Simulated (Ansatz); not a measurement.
Mo2N in space group P4/mmm (No. 123; Mo on 1a, Mo on 1d, N on 1c) at seven volumes, PBE (plane waves, PAW; program Ansatz), shape and atoms relaxed at each. One row is withheld.

```csv
V (Å³/atom),P (GPa)
11.197,35.36
11.567,21.58
11.936,?
12.305,0.00
12.674,-8.40
13.043,-15.52
13.412,-21.54
```

Problem. Fit the shown pressures and predict the withheld one.

Solution. P = (3/2)B₀(x^(7/2) − x^(5/2))[1 + (3/4)(B′ − 4)(x − 1)] with x = (V₀/V)^(2/3). Least squares on the six rows gives V₀ = 12.305 Å³/atom, B₀ = 303 GPa, B′ = 4.48. At V = 11.936, x = 1.0205 and P = 9.88 GPa. The run itself gave 9.90 GPa.

A made-up cell: these elements were put on the sites of a structure type; neither database checked (COD, Materials Project) lists it. COD files the formula under space group No. 141, so this cell is another polymorph or a model. Whether it is the stable phase at ambient conditions was not checked. Symmetry was held in the PBE relaxation; its stability against distortions is not shown here. The run is not spin-polarised.

Potentials: the later of the program's two PAW sets.
